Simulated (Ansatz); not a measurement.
Single point in Ansatz 0.2.0 with PBE, no spin polarisation. Cutoff 420 eV, PAW datasets, 5×5×5 Γ-centred k mesh, cold filling (width 0.1974 eV).

Computed maps in the lattice plane spanned by a (left to right, 3.39 Å, 10 points from zero) and c (bottom to top, 9.41 Å, 26 points from zero), 80° apart, at height 0.491 along b. The fields are smooth PAW ones with compensation charges, not the true ones near nuclei.

Valence density. Digits on a logarithmic scale: 0 up to 0.03 e/Å³, each further digit a factor of 1.6, 9 from 1.3 e/Å³ up:
```
3322334554
6433356787
8643468999
9753468979
9753358988
8742246899
7531124677
5421112455
4333333334
3445665433
3467887643
3469999853
3469809964
3368999964
3346899764
3334566543
3333333333
4443211123
6765321135
8998631247
9889753357
9749863357
8999863346
6888653234
4555432223
2333322332
```

ELF. Ten even steps from '0' (0.01) to '9' (0.89):
```
1000013553
7200138999
9710169999
9930179846
9950069956
9840038999
8510003688
2100000123
1001210011
1126775211
0269999721
0289879951
0289627972
0169978982
0038999972
0013788731
0000123100
2321000001
8886200025
9999720058
9669960069
9538971059
9989971028
8999841004
2565310000
0010000000
```

The cell is Pt6Cl7. Which atoms lie within 0.2 Å of this plane, and where (fractions of a and c)?

Cl at (0.16, 0.16), Cl at (0.84, 0.84), Cl at (0.50, 0.50). The whole cell:
```xyz
13
Lattice="0.0000 3.3902 0.0000 9.1932 -1.6951 0.0000 -3.2057 1.6951 -8.6826" Properties=species:S:1:pos:R:3 pbc="T T T"
Cl    7.5977    0.0000   -0.4645
Cl   -1.6102    3.3902   -8.2180
Cl    3.9894    0.0000   -1.4179
Cl    1.9980    3.3902   -7.2647
Pt    4.9279    0.0000   -3.6666
Pt    1.0595    3.3902   -5.0159
Pt    7.9768    0.0000   -3.1127
Pt   -1.9894    3.3902   -5.5699
Pt    5.9472    1.6951   -1.3293
Pt    0.0403    1.6951   -7.3533
Cl    2.9937    1.6951   -4.3413
Cl    5.3337    0.0000   -6.3374
Cl    0.6538    3.3902   -2.3452
```

Origin: a known structure type with other elements, at an estimated volume, so it need not be a known compound. Caveats: many states at the Fermi level without spin polarisation, so a magnetic state may lie lower; the k mesh is coarse if the cell is a metal; wide smearing.
